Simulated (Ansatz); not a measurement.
Relaxed-ion elastic tensor of FeS₂ in space group Pa-3 (No. 205; Fe on 4a, S on 8c) in GPa (Voigt order), PBEsol (plane waves, PAW; program Ansatz); density 5.28 g/cm³, 12.57 Å³ per atom.

```
 458  45.6  45.6   0.0   0.0   0.0
45.6   458  45.6   0.0   0.0   0.0
45.6  45.6   458   0.0   0.0   0.0
 0.0   0.0   0.0   125   0.0   0.0
 0.0   0.0   0.0   0.0   125   0.0
 0.0   0.0   0.0   0.0   0.0   125
```

Question: Is the crystal mechanically stable?

Answer: Yes: the smallest eigenvalue of C is 125 GPa.

Question: Work out the Voigt, Reuss and Hill averages.

Answer: K_V = 183, K_R = 183, K_H = 183; G_V = 158, G_R = 149, G_H = 153 GPa.

Question: Give Young's modulus, Poisson's ratio, Pugh's ratio and the universal anisotropy index.

Answer: E = 9KG/(3K + G) = 359 GPa; ν = 0.17; K/G = 1.19 (brittle by the Pugh limit of 1.75); A_U = 5G_V/G_R + K_V/K_R − 6 = 0.30.

Question: Estimate the sound speeds and the Debye temperature.

Answer: v_l = √((K + 4G/3)/ρ) = 8570 m/s, v_t = √(G/ρ) = 5390 m/s, mean 5930 m/s; Θ = (h/k)(3n/4πV)^(1/3) v_m = 759 K.

Question: Give the Zener ratio and Young's modulus along [100], [110] and [111].

Answer: A = 2C44/(C11 − C12) = 0.61; 1/E = S11 − 2(S11 − S12 − S44/2)Γ with Γ = 0, 1/4, 1/3 gives 450, 333, 306 GPa.

The PBEsol relaxation kept the symmetry of its start. The workflow began spin-polarised and lost its moments.

Potentials: the later of the program's two PAW sets.
